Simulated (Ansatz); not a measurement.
**Structure relaxation, WC**

The start is a relaxed WC cell, doubled along one cell vector, shaken by Gaussian noise of σ = 0.08 Å a coordinate. The cell and all atomic positions are relaxed at zero pressure with PBEsol (plane waves to 420 eV, PAW, scalar-relativistic; Ansatz, a quantum-chemistry and plane-wave program). The first steps use a coarse 9×9×2 k-mesh.

Starting cell:
```
CELL_PARAMETERS angstrom
      2.89275     0.00000     0.00000
     -1.44637     2.50519     0.00000
      0.00000     0.00000    11.43323
ATOMIC_POSITIONS crystal
  W  0.02002 0.99890 0.98809
  W  0.01856 0.94473 0.49347
  W  0.05207 0.01110 0.24716
  W  0.03216 0.96904 0.74722
  C  0.63371 0.33822 0.13661
  C  0.62853 0.33001 0.63912
  C  0.33538 0.64732 0.36570
  C  0.30582 0.64758 0.88001
```

Question: How large is the pressure on the unrelaxed cell, and of which sign?

Answer: +12 GPa (positive: the cell is compressed).

Question: How much energy is released per atom?

Answer: 0.22 eV/atom.

Question: How do the shortest distances between atoms change?

Answer: The closest pairs of elements (up to four, under 3.6 Å), start → end: C–W 1.93 → 2.20 Å; W–W 2.76 → 2.86 Å; C–C 2.89 → 2.89 Å.

Question: Is the relaxed structure metallic? Give its gap.

Answer: Zero (metallic).

Final structure:

```cif
data_C2W2
_chemical_formula_sum 'W2 C2'
_space_group_name_H-M_alt 'P63/mmc'
_space_group_IT_number 194
_space_group_name_Hall '-P 6c 2c'
_cell_length_a 2.89275
_cell_length_b 2.89275
_cell_length_c 5.71659
_cell_angle_alpha 90.000
_cell_angle_beta 90.000
_cell_angle_gamma 120.000
loop_
_atom_site_label
_atom_site_type_symbol
_atom_site_symmetry_multiplicity
_atom_site_Wyckoff_symbol
_atom_site_fract_x
_atom_site_fract_y
_atom_site_fract_z
_atom_site_occupancy
W1 W 2 a 0.00000 0.00000 0.00000 1
C1 C 2 d 0.66667 0.33333 0.25000 1
```

Final values are on a 18×18×8 k-mesh of the relaxed cell. No spin polarisation in the result.

The relaxed structure here is a generated cell of WC: the first start was made by placing the elements on the sites of a structure type, and the end was not matched to a known phase here, so it may be hypothetical. Known forms of WC include space group No. 187.
